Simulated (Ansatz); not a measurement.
ZnInGaO₄:
```yaml
crystal:
  lattice:
    - [1.65523, 0.95565, 8.58873]
    - [-1.65523, 0.95565, 8.58873]
    - [0.00000, -1.91130, 8.58873]
  atoms:
    - { symbol: In, position: [0.99693, 0.99693, 0.99693] }
    - { symbol: Ga, position: [0.21289, 0.21289, 0.21289] }
    - { symbol: Zn, position: [0.78125, 0.78125, 0.78125] }
    - { symbol: O, position: [0.13652, 0.13652, 0.13652] }
    - { symbol: O, position: [0.87897, 0.87897, 0.87897] }
    - { symbol: O, position: [0.28863, 0.28863, 0.28863] }
    - { symbol: O, position: [0.70480, 0.70480, 0.70480] }
```

Relaxed with r²SCAN.

Map the valence electron density (e/Å³), cut off at 3 on the plane through (0.997, 0.997, 0.997) spanned by u = [1, 0, 0] and v = [-1, 1, 1] in lattice vectors, from DFT-r²SCAN in the program Ansatz with PAW potentials.

x is the fraction of u, y of v (the angle between them is 37°; rows are the nearest grid lines); atoms in the plane: In at (0.00, 0.00), Ga at (0.43, 0.22), Zn at (0.57, 0.78), O at (0.28, 0.14), O at (0.76, 0.88), O at (0.58, 0.29), O at (0.42, 0.71).
```
|@@@%:        ..:-:..  .:-++-.      :%@@@|
|@@@@@=.        .....   .:*@@@%-.     :%@|
|*@@@@#:.        .:::    .-@@@@@=.     :*|
| .:+**=:.....   .:+@#-.   :*@@@@@-.     |
|     .....:-==-:..:%@@@+.   :+@@@@+:    |
|          .:+@@@@=:.@@@@@=.   .:=*+-.   |
|           .-%@@@@+:=@@@@@-.    .:-:..  |
|             .+@@@@@:.:*@@%-.           |
|               .=@@@+:. .:::..          |
|                 .:=+-.                 |
|                  ..-:..                |
|                                        |
|                                        |
|                ..:-.                   |
|                .:-+=:.                 |
|           .::.. .:*@@@=.               |
|    ....   .-%@@*:.:@@@@@=.             |
|    .:=++-:..-@@@@@=:+@@@@%-.           |
|     .=%@@*-..=@@@@@.:=@@@@+:.          |
|      .=@@@@@=::+@@@%:..:-==-:.....     |
|        :*@@@@@-..:*@+:.   .....:=**+:. |
|*:        :+@@@@=:. .::..       .:#@@@@*|
|@%:        .-#@@+:.  .:::..      .=@@@@@|
|@@@%:        ..:-:..  .:-++-.      :%@@@|
```
Scale: ten equal steps from 0.019 (start of ' ') to 3.00 (end of '@'), in the order ' .:-=+*#%@'; x runs from 0.000 to 1.00, y from 0.000 (bottom) to 1.00 (top).

The density is the valence pseudo-density with augmentation charge, so density and ELF within about 1 Å of a nucleus are not all-electron values.

Space group R3m. The cell was relaxed with r²SCAN under the symmetry of its start.

Potentials: the later of the program's two PAW sets.
